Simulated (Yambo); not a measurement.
G0W0@PBE for AlP (zinc blende, space group F-43m, No. 216) in Yambo. Reference settings: 4×4×4 Γ-centred k mesh, 148 bands and a 14 Ry block in the screening, 148 bands in G with the Bruneval-Gonze terminator, plasmon pole fitted at 27.2 eV. The PBE gap Γ → X on this mesh is 1.59 eV; G0W0 gaps are taken between the same points.

```csv
change from the reference,G0W0 gap Γ → X (eV),shift of the valence edge (eV)
reference settings,2.44,-0.88
11 Ry block,2.42,-0.86
61 bands in W,2.39,-0.76
6 Ry block,(withheld),-0.73
"90 bands in W, 90 bands in G",2.42,-0.83
"90 bands in G, no terminator",2.39,-0.79
no terminator,2.42,-0.85
"47 bands in G, no terminator",(withheld),-0.62
```

Question: Estimate the withheld gaps from the other rows; the computed values follow.

Answer: 
- 6 Ry block, G0W0 gap Γ → X (eV): 2.32
- 47 bands in G, no terminator, G0W0 gap Γ → X (eV): 2.32

The reference isn't shown to be the converged limit.

Geometry of the Materials Project entry, not relaxed at this level; primitive cell a = 3.8700 Å, b = 3.8700 Å, c = 3.8700 Å, α = 60.00°, β = 60.00°, γ = 60.00°.

A shift is the quasiparticle energy of the state minus its PBE energy.
